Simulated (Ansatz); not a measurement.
**TiO2: zone-centre modes**

Method: Ansatz 0.2.0, DFT r2SCAN, scalar-relativistic, plane waves, PAW. Cutoff 500 eV, Γ-centred 8×8×8 k-points, Gaussian smearing of 0.05 eV. No spin polarisation.

Zero of the scan (relaxed at this level):

```
Ti O
1.0
    -1.88897    1.88897    4.79140
     1.88897   -1.88897    4.79140
     1.88897    1.88897   -4.79140
Ti O
2 4
Direct
  0.00000 0.00000 0.00000
  0.75000 0.25000 0.50000
  0.20730 0.20730 0.00000
  0.95730 0.45730 0.50000
  0.54270 0.04270 0.50000
  0.79270 0.79270 0.00000
```

Harmonic modes by finite displacements of 0.02 Å, without the LO–TO term.

(1) At this geometry, is the structure stable against these modes?

(2) List the wavenumbers in cm⁻¹.

Answers

(1) Yes: no mode is imaginary beyond 10 cm⁻¹, and only the three translations lie near zero.

(2) 0, 0, 0, 138, 138, 184, 184, 239, 239, 336, 384, 425, 425, 505, 522, 547, 631, 631.

Cost: 1 run of about 19 core-minutes, on AMD EPYC (Zen 3) (shared hosts).